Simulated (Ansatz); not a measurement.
**TiO2 (rutile), energy over volume and axial ratio**

TiO2 (rutile)

```
CELL_PARAMETERS angstrom
      4.64353     0.00000     0.00000
      0.00000     4.64353     0.00000
      0.00000     0.00000     2.96370
ATOMIC_POSITIONS crystal
  Ti 0.00000 0.00000 0.00000
  Ti 0.50000 0.50000 0.50000
  O  0.30512 0.30512 0.00000
  O  0.80512 0.19488 0.50000
  O  0.19488 0.80512 0.50000
  O  0.69488 0.69488 0.00000
```

Grid over V/V₀ and (c/a)/(c/a)₀, subscript 0 meaning the relaxed cell; the conventional c axis lies along z; no internal relaxation.

Computed with PBE (plane waves to 420 eV, PAW, scalar-relativistic; Ansatz, an electronic-structure program). k mesh 7×7×11 (Γ-centred), Fermi-Dirac smearing 0.05 eV. E stands for the smeared free energy. Compression counts positive. As the atoms are clamped, bonds stretch with the cell, which overstates energies and stresses. The PAW data are Ansatz's earlier set. TiO2 is run without spin polarisation. TiO2 was relaxed with its symmetry unable to fall. The zero of ΔE is the relaxed starting cell.

ΔE (kJ/mol of atoms), with V/V₀ across and (c/a)/(c/a)₀ down:

```tsv
(c/a)/(c/a)₀ \ V/V₀	0.920	0.960	1.000	1.040	1.080
0.920	12.28	6.72	4.22	4.21	6.22
0.960	7.55	2.77	0.97	1.58	4.14
1.000	5.42	1.26	0.00	1.09	4.07
1.040	5.37	1.67	0.82	2.26	5.55
1.080	6.98	3.60	3.02	4.69	8.18
```

σzz (GPa), with V/V₀ across and (c/a)/(c/a)₀ down:

```tsv
(c/a)/(c/a)₀ \ V/V₀	0.920	0.960	1.000	1.040	1.080
0.920	52.8	35.3	21.0	9.2	-0.4
0.960	38.9	22.7	9.5	-1.2	-9.9
1.000	27.0	12.1	0.0	-9.8	-17.6
1.040	17.1	3.3	-7.8	-16.7	-23.9
1.080	8.8	-3.9	-14.1	-22.3	-28.8
```

Summary:

The modulus against c/a change at fixed volume, (3/4V)·∂²E/∂(ln c/a)² (fit, atoms clamped) is 130 GPa, an upper bound as the atoms could relax. Lowest place on the grid: V/V₀ = 1.000, (c/a)/(c/a)₀ = 1.000 (0.0 meV/atom). Highest place on the grid: V/V₀ = 0.920, (c/a)/(c/a)₀ = 0.920 (127.3 meV/atom).

The 25 points together took roughly 2.2 core-minutes.

(Under strain, the slope of the energy per volume gives the stress and its curvature an elastic modulus.)
